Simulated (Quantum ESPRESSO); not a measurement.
# Band energies of Ir

```
Ir
1.0
    0.00000     1.92697     1.92697
    1.92697     0.00000     1.92697
    1.92697     1.92697     0.00000
Ir
1
Direct
  0.00000   0.00000   0.00000
```

norm-conserving PBEsol (Quantum ESPRESSO, 68 Ry, without SOC); path ΓXWKΓLUWLK,UX; energies in eV from the Fermi level.

| k (1/Å) | point | band 4 | band 5 | band 6 | band 7 | band 8 | band 9 | band 10 | band 11 |
|---|---|---|---|---|---|---|---|---|---|
| 0.00 | Γ | -49.35 | -11.02 | -3.79 | -3.79 | -3.79 | -1.12 | -1.12 | 13.65 |
| 0.87 |  | -49.51 | -7.83 | -5.91 | -2.96 | -1.57 | -1.57 | -0.08 | 17.23 |
| 1.63 | X | -49.63 | -7.77 | -7.20 | 0.91 | 1.50 | 1.50 | 1.66 | 10.35 |
| 1.75 |  | -49.63 | -7.71 | -7.15 | 0.51 | 0.81 | 1.50 | 2.68 | 9.97 |
| 2.45 | W | -49.64 | -6.13 | -4.78 | -4.78 | -1.74 | 1.50 | 8.02 | 8.95 |
| 2.68 |  | -49.62 | -6.33 | -5.58 | -3.79 | -1.41 | 1.25 | 7.18 | 8.06 |
| 3.02 | K | -49.57 | -6.81 | -5.87 | -2.83 | -0.82 | 0.64 | 6.18 | 7.62 |
| 3.53 |  | -49.47 | -6.08 | -4.76 | -4.62 | -2.27 | -1.07 | 3.27 | 11.03 |
| 4.34 |  | -49.36 | -10.14 | -4.26 | -3.44 | -3.40 | -1.59 | -1.01 | 15.11 |
| 4.75 | Γ | -49.35 | -11.02 | -3.79 | -3.79 | -3.79 | -1.12 | -1.12 | 13.65 |
| 5.15 |  | -49.37 | -10.16 | -4.18 | -3.47 | -3.47 | -1.28 | -1.28 | 15.02 |
| 5.96 |  | -49.45 | -7.97 | -3.82 | -3.82 | -1.55 | 0.69 | 0.69 | 8.19 |
| 6.16 | L | -49.46 | -7.98 | -3.89 | -3.89 | -0.76 | 0.93 | 0.93 | 7.16 |
| 6.76 |  | -49.52 | -6.61 | -5.04 | -3.49 | -2.43 | 0.61 | 5.02 | 6.72 |
| 7.16 | U | -49.57 | -6.81 | -5.87 | -2.83 | -0.82 | 0.64 | 6.18 | 7.62 |
| 7.62 |  | -49.63 | -6.18 | -5.23 | -4.29 | -1.64 | 1.43 | 7.70 | 8.43 |
| 7.74 | W | -49.64 | -6.13 | -4.78 | -4.78 | -1.74 | 1.50 | 8.02 | 8.95 |
| 8.36 |  | -49.51 | -6.70 | -4.99 | -3.35 | -2.69 | 0.64 | 4.73 | 6.59 |
| 8.89 | L | -49.46 | -7.98 | -3.89 | -3.89 | -0.76 | 0.93 | 0.93 | 7.16 |
| 9.07 |  | -49.46 | -7.81 | -4.05 | -3.74 | -1.48 | 0.90 | 1.80 | 7.06 |
| 9.80 |  | -49.56 | -6.68 | -5.66 | -3.14 | -1.09 | 0.53 | 5.86 | 7.91 |
| 9.89 | K | -49.57 | -6.81 | -5.87 | -2.83 | -0.82 | 0.64 | 6.18 | 7.62 |
| 9.89 | U | -49.57 | -6.81 | -5.87 | -2.83 | -0.82 | 0.64 | 6.18 | 7.62 |
| 10.47 | X | -49.63 | -7.77 | -7.20 | 0.91 | 1.50 | 1.50 | 1.66 | 10.35 |

A metal at this level: along this path bands 7, 8, 9, 10 cross the Fermi level.

Spin-orbit coupling is left out; for elements this heavy it splits bands near the Fermi level.

Geometry of the Materials Project entry, not relaxed at this level.
